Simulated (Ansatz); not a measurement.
ZrSiRu in space group P-62m (No. 189; Ru on 3f, Zr on 3g, Si on 1b, Si on 2c) at seven volumes, DFT-r²SCAN in the program Ansatz with PAW potentials, shape and atoms relaxed at each. One row is withheld.

```json
[
 {"V (Å³/atom)": "14.439", "P (GPa)": "23.15"},
 {"V (Å³/atom)": "14.915", "P (GPa)": "?"},
 {"V (Å³/atom)": "15.391", "P (GPa)": "6.53"},
 {"V (Å³/atom)": "15.867", "P (GPa)": "0.00"},
 {"V (Å³/atom)": "16.343", "P (GPa)": "-5.61"},
 {"V (Å³/atom)": "16.819", "P (GPa)": "-10.39"},
 {"V (Å³/atom)": "17.295", "P (GPa)": "-14.47"}
]
```

Fit the shown pressures and predict the withheld one.

P = (3/2)B₀(x^(7/2) − x^(5/2))[1 + (3/4)(B′ − 4)(x − 1)] with x = (V₀/V)^(2/3). Least squares on the six rows gives V₀ = 15.866 Å³/atom, B₀ = 201 GPa, B′ = 4.21. At V = 14.915, x = 1.0421 and P = 14.15 GPa. The run itself gave 14.16 GPa.

The workflow started from an entry of the Crystallography Open Database (COD). Its standing as an ambient phase is unchecked. The r²SCAN relaxation kept the symmetry of its start; whether a distortion lowers the energy is not shown. No spin polarisation was allowed.

Potentials: the later of the program's two PAW sets.
